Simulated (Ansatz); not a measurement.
CaO (rock salt, space group No. 225) under volume change, the program Ansatz at the HSE06 level (PAW), scaled uniformly.

```csv
V (Å³/atom),E − E(relaxed) (meV/atom),P (GPa)
12.564,47.2,13.24
12.978,19.8,8.10
13.392,4.7,3.73
13.806,0.0,0.00
14.221,4.2,-3.18
14.635,16.0,-5.88
15.049,34.3,-8.19
```

Problem. What does a third-order Birch–Murnaghan fit give for V₀, B₀ and B′?

Solution. V₀ = 13.81 Å³/atom, B₀ = 114 GPa, B′ = 4.3.

Space group Fm-3m (rock salt). The cell was relaxed with HSE06 under the symmetry of its start.

Potentials: the earlier of the program's two PAW sets.
